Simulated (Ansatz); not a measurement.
HfO2:
```cif
data_Hf4O8
_chemical_formula_sum 'Hf4 O8'
_space_group_name_H-M_alt 'Fm-3m'
_space_group_IT_number 225
_space_group_name_Hall '-F 4 2 3'
_cell_length_a 5.00103
_cell_length_b 5.00103
_cell_length_c 5.00103
_cell_angle_alpha 90.000
_cell_angle_beta 90.000
_cell_angle_gamma 90.000
loop_
_atom_site_label
_atom_site_type_symbol
_atom_site_symmetry_multiplicity
_atom_site_Wyckoff_symbol
_atom_site_fract_x
_atom_site_fract_y
_atom_site_fract_z
_atom_site_occupancy
Hf1 Hf 4 a 0.00000 0.00000 0.00000 1
O1 O 8 c 0.25000 0.25000 0.25000 1
```
(The calculation used a cell of 3 atoms; values per cell refer to that cell.)

Relaxed with LDA.

Task: Decompose the optical modes at the zone centre into irreducible representations, and say which are infrared and Raman allowed.

Result: Point group m-3m: Γ_opt = T1u + T2g. Infrared: T1u. Raman: T2g.

Task: Assign frequencies (DFPT, DFT-LDA in the program Ansatz with PAW potentials; without the LO–TO term).

Result: T1u 248, T2g 596 cm⁻¹.

This is a known high-temperature phase of the composition, computed here at zero pressure and temperature. Symmetry was held in the LDA relaxation. At this level the phase is dynamically unstable (imaginary phonons). No spin polarisation was allowed. Scalar-relativistic: spin–orbit coupling is off unless named, which matters more the heavier the elements.

Potentials: the later of the program's two PAW sets.
